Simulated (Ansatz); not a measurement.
## Property card for Cd

Cd:
Space group Fd-3m, origin choice 1 (No. 227); a = b = c = 6.699 Å, α = β = γ = 90.00°

| atom | site | symmetry | x | y | z |
|---|---|---|---|---|---|
| Cd | 8b | -43m | 0.5000 | 0.5000 | 0.5000 |
(The calculation used a cell of 2 atoms; values per cell refer to that cell.)

Space group Fd-3m (No. 227), diamond; conventional cell a = b = c = 6.699 Å, α = β = γ = 90.00°.

Method: plane-wave PAW PBE (Ansatz code). Geometry: relaxed at this level of theory. Other levels are named where they apply.

Cell and energy:

| Quantity | Result |
|---|---|
| Volume per atom | 37.58 Å³ |
| Density | 4.97 g/cm³ |

Electronic structure:

| Property | Value |
|---|---|
| Electronic character | metallic (no gap) |
| Density of states at the Fermi level | 0.67 states/eV per atom (mean over ±0.08 eV) |
| Gap with spin–orbit coupling | none (metallic) |

Mechanics:

| Property | Value |
|---|---|
| Elastic constants (relaxed ions, GPa) | C11 = 10.2, C12 = 15.9, C44 = -4.5 |
| Mechanical stability | unstable (C has a negative eigenvalue) |

Phonons:

| Quantity | Value |
|---|---|
| Highest zone-centre frequency | 96 cm⁻¹ |
| Zone-centre stability | no imaginary mode at Γ |
| Dynamical stability on the path | unstable, down to 28i cm⁻¹ |

The cell is a constructed one: a structure type filled with these elements; neither database checked (COD, Materials Project) lists it. It is not the phase usual at ambient conditions (space group No. 194). Symmetry was held in the PBE relaxation. As this level gives no gap, shear constants depend on the k-mesh and smearing (Fermi–Dirac, 0.1 eV here). As this level gives no gap, phonon frequencies hold no LO–TO term and depend on the k-mesh and smearing (Fermi–Dirac, 0.1 eV here). Spin–orbit coupling is left out wherever it is not named.

Potentials: the later of the program's two PAW sets.
